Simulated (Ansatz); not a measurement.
**An inverse problem**

Cell vectors (Å):

```
3.1429 0.0000 0.0000
0.0000 3.1429 0.0000
0.0000 0.0000 3.1429
```

| atom | a | b | c |
| --- | --- | --- | --- |
| X | 0.0000 | 0.0000 | 0.0000 |
| Pd | 0.5000 | 0.5000 | 0.5000 |

Theory: PBEsol, all-electron LAPW in Ansatz 0.2.0, scalar-relativistic. k mesh 10×10×10, Fermi-Dirac smearing of 0.100 eV.

Harmonic phonons of a crystal by Kohn-Sham DFT at the given cell, standard atomic masses, acoustic sum rule imposed; negative wavenumbers are unstable modes.

```tsv
point	q a (r.l.u.)	q b (r.l.u.)	q c (r.l.u.)	branch	phonon wavenumber (cm⁻¹)
Gamma	0	0	0	4	248.4
X	0.5	0	0	1	117.3
X	0.5	0	0	3	127.3
X	0.5	0	0	4	230.5
X	0.5	0	0	6	316.7
M	0.5	0.5	0	1	77
M	0.5	0.5	0	3	121.8
M	0.5	0.5	0	4	219.9
M	0.5	0.5	0	5	294.6
R	0.5	0.5	0.5	1	119.1
R	0.5	0.5	0.5	4	295.8
```

All X atoms are one element. Which one was computed?

Mg; the crystal is MgPd (Pm-3m).

Caveats: responses of metals move with mesh and smearing.
